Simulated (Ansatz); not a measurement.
## Data sheet: YPd3 (DFT)

YPd$_{3}$ (Cu3Au type, Pm-3m), a = b = c = 4.0950 Å, α = β = γ = 90.00°.

Space group Pm-3m (No. 221), Cu3Au type; conventional cell a = 4.095 Å, b = 4.095 Å, c = 4.095 Å, α = 90.00°, β = 90.00°, γ = 90.00°.

Method: the program Ansatz at the r²SCAN level (PAW). The cell and atoms are relaxed at this level. Other levels are named where they apply.

### Cell and energy

- Volume per atom = 17.17 Å³
- Density = 9.87 g/cm³
- Formation energy from the elements (no fitted shifts) = -902 meV/atom

### Electronic structure

* **Electronic character**: metallic (no gap)
* **Density of states at the Fermi level**: 0.29 states/eV per atom (mean over ±0.08 eV)

The first step of the workflow began from a Materials Project structure, measured or hypothetical; the Crystallography Open Database files this formula in space group No. 221, but the cells were not matched. Whether it is the stable phase at ambient conditions was not checked. The cell was relaxed with r²SCAN under the symmetry of its start; its stability against distortions is not shown here. The run is not spin-polarised. The references are the lowest solids computed at this level, not always the standard phases. Scalar-relativistic: spin–orbit coupling is off unless named, which matters more the heavier the elements.

Potentials: the later of the program's two PAW sets.
